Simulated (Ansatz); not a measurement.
P₂Ru:
```yaml
crystal:
  lattice:
    - [5.07660, 0.00000, 0.00000]
    - [0.00000, 5.83899, 0.00000]
    - [0.00000, 0.00000, 2.85020]
  atoms:
    - { symbol: P, position: [0.33727, 0.87187, 0.50000] }
    - { symbol: P, position: [0.66273, 0.12813, 0.50000] }
    - { symbol: P, position: [0.83727, 0.62813, 0.00000] }
    - { symbol: P, position: [0.16273, 0.37187, 0.00000] }
    - { symbol: Ru, position: [0.50000, 0.50000, 0.50000] }
    - { symbol: Ru, position: [0.00000, 0.00000, 0.00000] }
```

Cartesian axes are those of the cell as given.

Question: Give the high-frequency dielectric tensor and the Born effective charge tensors of the independent atoms from DFPT, the program Ansatz at the LDA level (PAW).

Answer: 
ε∞:
```
20.1  0.00  0.00
0.00  21.7  0.00
0.00  0.00  16.2
```
Z* of atom 1 (P), rows: field, columns: displacement, in e:
```
 3.14  -0.32   0.00
-0.23   2.71   0.00
 0.00   0.00   3.39
```
Z* of atom 5 (Ru), rows: field, columns: displacement, in e:
```
-6.28  -0.04   0.00
-1.31  -5.43   0.00
 0.00   0.00  -6.78
```

Space group Pnnm. The workflow started from a Materials Project entry (that database holds measured and hypothetical structures alike); the Crystallography Open Database files this formula in space group No. 58, but the cells were not matched. Whether it is the stable phase at ambient conditions was not checked. The cell was relaxed with LDA under the symmetry of its start; its stability against distortions is not shown here. No spin polarisation was allowed. Scalar-relativistic: spin–orbit coupling is off unless named, which matters more the heavier the elements.

Potentials: the later of the program's two PAW sets.
